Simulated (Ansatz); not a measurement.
AlN:
```xyz
12
Lattice="3.1182 0.0000 0.0000 -1.5591 2.7004 0.0000 0.0000 0.0000 15.1987" Properties=species:S:1:pos:R:3 pbc="T T T"
Al     0.0000     0.0000    15.1932
Al     0.0000     0.0000     7.5939
Al     1.5591     0.9001    12.6739
Al     0.0000     1.8003     5.0746
Al     1.5591     0.9001     2.5341
Al     0.0000     1.8003    10.1334
N      0.0000     0.0000    13.2912
N      0.0000     0.0000     5.6919
N      1.5591     0.9001    10.7611
N      0.0000     1.8003     3.1618
N      1.5591     0.9001     0.6218
N      0.0000     1.8003     8.2211
```

Relaxed with PBE.

Q: Give the Bader charges and basin volumes of the independent atoms, PBE in the plane-wave PAW code Ansatz.

A: 

```tsv
atom	Bader charge (e)	Bader volume (Å³)
Al1	+2.43	4.1
Al3	+2.43	4.0
Al5	+2.42	4.1
N7	-2.43	17.2
N9	-2.42	17.3
N11	-2.43	17.3
```

Space group P6_3mc. The cell is a constructed one: a structure type filled with these elements. Its sites differ from those of the usual phase in this space group: another stacking or structure type. The cell was relaxed with PBE under the symmetry of its start; whether a distortion lowers the energy is not shown.

Potentials: the later of the program's two PAW sets.
